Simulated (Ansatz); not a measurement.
Relaxation of a relaxed Sb cell, doubled along one cell vector, shaken by Gaussian noise of σ = 0.08 Å a coordinate; 8 atoms in the cell, which starts as P1 (No. 1), aP8; a = b = 5.0722 Å, c = 11.9150 Å, α = β = 90.00°, γ = 120.00°. Method: PBEsol (plane waves to 420 eV, PAW, scalar-relativistic; Ansatz, an electronic-structure program). Γ-centred k-mesh 8×8×3 on the run's cell (coarser than for final values), Fermi–Dirac smearing 0.05 eV. This is the first round of the run. 

The optimiser's lines from the output (shortened; P is positive under compression):

```
relax step   1: F+E_penalty+E_count = -51261.98457837 eV  Δ(F+E_penalty+E_count) = +0.000e0 eV  max|allowed force component| = 6.753e-1 eV/Å  Δτ_max = 0.0000 Å  P = +0.364 GPa  Ω = 265.467 Å³  (7 SCF iters, dr2 threshold 1.00e-7 eV, accepted)
relax step   2: F+E_penalty+E_count = -51262.21045115 eV  Δ(F+E_penalty+E_count) = -2.259e-1 eV  max|allowed force component| = 5.309e-1 eV/Å  Δτ_max = 0.1924 Å  P = +0.088 GPa  Ω = 265.775 Å³  (6 SCF iters, dr2 threshold 8.00e-7 eV, accepted)
relax step   3: F+E_penalty+E_count = -51262.40439538 eV  Δ(F+E_penalty+E_count) = -1.939e-1 eV  max|allowed force component| = 5.290e-1 eV/Å  Δτ_max = 0.1952 Å  P = +0.184 GPa  Ω = 264.768 Å³  (6 SCF iters, dr2 threshold 8.00e-7 eV, accepted)
relax step   4: F+E_penalty+E_count = -51262.62215416 eV  Δ(F+E_penalty+E_count) = -2.178e-1 eV  max|allowed force component| = 6.825e-1 eV/Å  Δτ_max = 0.1989 Å  P = +0.199 GPa  Ω = 264.509 Å³  (6 SCF iters, dr2 threshold 8.00e-7 eV, accepted)
relax step   5: F+E_penalty+E_count = -51262.80866063 eV  Δ(F+E_penalty+E_count) = -1.865e-1 eV  max|allowed force component| = 8.027e-1 eV/Å  Δτ_max = 0.1932 Å  P = +0.143 GPa  Ω = 265.235 Å³  (6 SCF iters, dr2 threshold 8.00e-7 eV, accepted)
relax step   6: F+E_penalty+E_count = -51263.03268824 eV  Δ(F+E_penalty+E_count) = -2.240e-1 eV  max|allowed force component| = 5.078e-1 eV/Å  Δτ_max = 0.1953 Å  P = -0.165 GPa  Ω = 266.964 Å³  (6 SCF iters, dr2 threshold 8.00e-7 eV, accepted)
relax step   7: F+E_penalty+E_count = -51263.19644120 eV  Δ(F+E_penalty+E_count) = -1.638e-1 eV  max|allowed force component| = 4.321e-1 eV/Å  Δτ_max = 0.2000 Å  P = +0.084 GPa  Ω = 266.422 Å³  (5 SCF iters, dr2 threshold 8.00e-7 eV, accepted)
relax step   8: F+E_penalty+E_count = -51263.35124708 eV  Δ(F+E_penalty+E_count) = -1.548e-1 eV  max|allowed force component| = 4.635e-1 eV/Å  Δτ_max = 0.1960 Å  P = +0.198 GPa  Ω = 267.212 Å³  (6 SCF iters, dr2 threshold 8.00e-7 eV, accepted)
relax step   9: F+E_penalty+E_count = -51263.49162554 eV  Δ(F+E_penalty+E_count) = -1.404e-1 eV  max|allowed force component| = 1.752e-1 eV/Å  Δτ_max = 0.0924 Å  P = +0.555 GPa  Ω = 267.409 Å³  (6 SCF iters, dr2 threshold 8.00e-7 eV, accepted)
relax step  10: F+E_penalty+E_count = -51263.58747587 eV  Δ(F+E_penalty+E_count) = -9.585e-2 eV  max|allowed force component| = 7.165e-2 eV/Å  Δτ_max = 0.0751 Å  P = +0.063 GPa  Ω = 271.152 Å³  (6 SCF iters, dr2 threshold 8.00e-7 eV, accepted)
relax step  11: F+E_penalty+E_count = -51263.74832648 eV  Δ(F+E_penalty+E_count) = -1.609e-1 eV  max|allowed force component| = 1.539e-1 eV/Å  Δτ_max = 0.1371 Å  P = -0.468 GPa  Ω = 271.504 Å³  (6 SCF iters, dr2 threshold 8.00e-7 eV, accepted)
relax step  12: F+E_penalty+E_count = -51263.93897525 eV  Δ(F+E_penalty+E_count) = -1.906e-1 eV  max|allowed force component| = 2.867e-1 eV/Å  Δτ_max = 0.1863 Å  P = -0.847 GPa  Ω = 267.163 Å³  (6 SCF iters, dr2 threshold 8.00e-7 eV, accepted)
relax step  13: F+E_penalty+E_count = -51264.03202962 eV  Δ(F+E_penalty+E_count) = -9.305e-2 eV  max|allowed force component| = 5.752e-1 eV/Å  Δτ_max = 0.1951 Å  P = -0.766 GPa  Ω = 259.401 Å³  (6 SCF iters, dr2 threshold 8.00e-7 eV, accepted)
relax step  14: F+E_penalty+E_count = -51264.26313805 eV  Δ(F+E_penalty+E_count) = -2.311e-1 eV  max|allowed force component| = 4.273e-1 eV/Å  Δτ_max = 0.2000 Å  P = -0.000 GPa  Ω = 249.946 Å³  (6 SCF iters, dr2 threshold 8.00e-7 eV, accepted)
relax step  15: F+E_penalty+E_count = -51264.44732732 eV  Δ(F+E_penalty+E_count) = -1.842e-1 eV  max|allowed force component| = 1.500e-1 eV/Å  Δτ_max = 0.1947 Å  P = -0.115 GPa  Ω = 243.357 Å³  (8 SCF iters, dr2 threshold 8.00e-7 eV, accepted)
relax step  16: F+E_penalty+E_count = -51264.64338679 eV  Δ(F+E_penalty+E_count) = -1.961e-1 eV  max|allowed force component| = 5.105e-1 eV/Å  Δτ_max = 0.1956 Å  P = +0.725 GPa  Ω = 238.243 Å³  (7 SCF iters, dr2 threshold 8.00e-7 eV, accepted)
relax step  17: F+E_penalty+E_count = -51264.96937283 eV  Δ(F+E_penalty+E_count) = -3.260e-1 eV  max|allowed force component| = 2.611e-1 eV/Å  Δτ_max = 0.1963 Å  P = +0.116 GPa  Ω = 237.554 Å³  (7 SCF iters, dr2 threshold 8.00e-7 eV, accepted)
relax step  18: F+E_penalty+E_count = -51265.09416834 eV  Δ(F+E_penalty+E_count) = -1.248e-1 eV  max|allowed force component| = 2.116e-1 eV/Å  Δτ_max = 0.1943 Å  P = +0.200 GPa  Ω = 234.922 Å³  (6 SCF iters, dr2 threshold 8.00e-7 eV, accepted)
relax step  19: F+E_penalty+E_count = -51265.14660017 eV  Δ(F+E_penalty+E_count) = -5.243e-2 eV  max|allowed force component| = 4.684e-2 eV/Å  Δτ_max = 0.0513 Å  P = +0.100 GPa  Ω = 235.285 Å³  (6 SCF iters, dr2 threshold 8.00e-7 eV, accepted)
relax step  20: F+E_penalty+E_count = -51265.14709926 eV  Δ(F+E_penalty+E_count) = -4.991e-4 eV  max|allowed force component| = 2.418e-2 eV/Å  Δτ_max = 0.0161 Å  P = -0.073 GPa  Ω = 235.255 Å³  (5 SCF iters, dr2 threshold 2.93e-7 eV, accepted)
relax step  21: F+E_penalty+E_count = -51265.14855057 eV  Δ(F+E_penalty+E_count) = -1.451e-3 eV  max|allowed force component| = 2.820e-3 eV/Å  Δτ_max = 0.0084 Å  P = +0.004 GPa  Ω = 235.413 Å³  (5 SCF iters, dr2 threshold 1.41e-7 eV, accepted)
relax step  22: F+E_penalty+E_count = -51265.14855474 eV  Δ(F+E_penalty+E_count) = -4.168e-6 eV  max|allowed force component| = 9.874e-4 eV/Å  Δτ_max = 0.0009 Å  P = -0.000 GPa  Ω = 235.437 Å³  (4 SCF iters, dr2 threshold 1.19e-9 eV, accepted)
relax step  23: F+E_penalty+E_count = -51265.27690254 eV  Δ(F+E_penalty+E_count) = -1.283e-1 eV  max|allowed force component| = 1.932e-2 eV/Å  Δτ_max = 0.0000 Å  P = +0.771 GPa  Ω = 235.437 Å³  stress off target by 2.20e0 GPa  SCF on the basis re-selected at this cell (its energy is not comparable with the rows above)  (8 SCF iters)
relax step  24: F+E_penalty+E_count = -51265.31626134 eV  Δ(F+E_penalty+E_count) = -3.936e-2 eV  max|allowed force component| = 2.531e-2 eV/Å  Δτ_max = 0.0181 Å  P = -0.170 GPa  Ω = 239.324 Å³  (5 SCF iters, dr2 threshold 8.00e-7 eV, accepted)
relax step  25: F+E_penalty+E_count = -51265.31556694 eV  Δ(F+E_penalty+E_count) = +6.944e-4 eV  max|allowed force component| = 6.916e-2 eV/Å  Δτ_max = 0.0099 Å  P = +0.144 GPa  Ω = 238.549 Å³  (5 SCF iters, dr2 threshold 2.22e-7 eV, rejected (line search))
relax step  26: F+E_penalty+E_count = -51265.31782737 eV  Δ(F+E_penalty+E_count) = -1.566e-3 eV  max|allowed force component| = 5.762e-3 eV/Å  Δτ_max = 0.0040 Å  P = +0.011 GPa  Ω = 238.546 Å³  (9 SCF iters, accepted)
relax step  27: F+E_penalty+E_count = -51265.31827628 eV  Δ(F+E_penalty+E_count) = -4.489e-4 eV  max|allowed force component| = 5.950e-3 eV/Å  Δτ_max = 0.0036 Å  P = +0.016 GPa  Ω = 238.410 Å³  (5 SCF iters, dr2 threshold 2.31e-8 eV, accepted)
relax step  28: F+E_penalty+E_count = -51265.31820468 eV  Δ(F+E_penalty+E_count) = +7.160e-5 eV  max|allowed force component| = 6.127e-3 eV/Å  Δτ_max = 0.0039 Å  P = -0.052 GPa  Ω = 238.634 Å³  (6 SCF iters, dr2 threshold 4.06e-9 eV, rejected (line search))
relax step  29: F+E_penalty+E_count = -51265.31832729 eV  Δ(F+E_penalty+E_count) = -5.101e-5 eV  max|allowed force component| = 2.180e-3 eV/Å  Δτ_max = 0.0027 Å  P = -0.000 GPa  Ω = 238.438 Å³  (9 SCF iters, accepted)
relax step  30: F+E_penalty+E_count = -51265.31866594 eV  Δ(F+E_penalty+E_count) = -3.387e-4 eV  max|allowed force component| = 2.184e-3 eV/Å  Δτ_max = 0.0000 Å  P = -0.000 GPa  Ω = 238.438 Å³  stress off target by 1.53e-2 GPa  SCF on the basis re-selected at this cell (its energy is not comparable with the rows above)  (5 SCF iters)
```

From the first to the last row the energy changes by -0.42 eV/atom and the volume by -10.2 %. The last row is marked as not comparable with the walk above it, whose basis was carried along; it does compare with step 1, since both stand on a basis selected at the nominal cutoff for their own cell.

Energy and pressure jump between steps 22 and 23 at one geometry, where the plane-wave basis was selected anew. While the cell walks, the set of plane waves is carried along, so its effective cutoff drifts with the strain; re-selecting it at 420 eV moved the energy by -0.016 eV/atom and the pressure by 0.8 GPa. Only step 1 and rows on a re-selected basis compare with each other.

Steps 25, 28 were rejected by the optimiser.

Later rounds, restarted from the end of this one on a renewed k-mesh, logged 10 more steps and released under 0.01 eV/atom more. The final structure after all rounds: R-3m, hexagonal axes (No. 166), hR2, AFLOW prototype A_hR2_166_c (A7, as in As); a = b = 4.3205 Å, c = 11.0664 Å, α = β = 90.00°, γ = 120.00°. Between re-selections the logged energies stand on a plane-wave basis carried along with the cell. No spin polarisation in the result.

Of the parent cell (P6₃/mmc (No. 194)): it is a generated cell of Sb: the first start was made by placing the elements on the sites of a structure type, and the end was not matched to a known phase here, so it may be hypothetical. Known forms of Sb include space group No. 166.
